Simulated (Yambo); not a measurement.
SiC (zinc blende, space group F-43m, No. 216), G0W0@LDA in Yambo (6×6×6 mesh, plasmon pole; 14 Ry block, no terminator). The number N of bands in W and G is varied.

| N | x = 1/N | gap Γ → X (eV) | shift of the valence edge (eV) |
|---|---|---|---|
| 23 | 0.04348 | 2.054 | -0.073 |
| 38 | 0.02632 | 2.108 | -0.343 |
| 58 | 0.01724 | 2.170 | -0.519 |
| 76 | 0.01316 | ? | ? |

Task: Basis-set arguments suggest E = E∞ + A x. Fix A and E∞ from the two rows above the withheld one, predict the row at 76 bands, and test the form.

Result: Gap: A = (2.170 − (2.108))/(0.01724 − 0.02632) = -6.83, E∞ = 2.288 eV, so 2.198 eV is predicted; the run gave 2.204 eV (miss 6 meV). The first two rows have slope -3.15, so the form doesn't hold yet over the whole range. Shift: A = (-0.519 − (-0.343))/(0.01724 − 0.02632) = 19.4, E∞ = -0.853 eV, so -0.598 eV is predicted; the run gave -0.601 eV (miss 3 meV). The first two rows have slope 15.7, so the form doesn't hold yet over the whole range. The other settings are held fixed.

Geometry relaxed with LDA; primitive cell a = b = c = 3.0586 Å, α = β = γ = 60.00°.

A shift is the quasiparticle energy of the state minus its LDA energy.
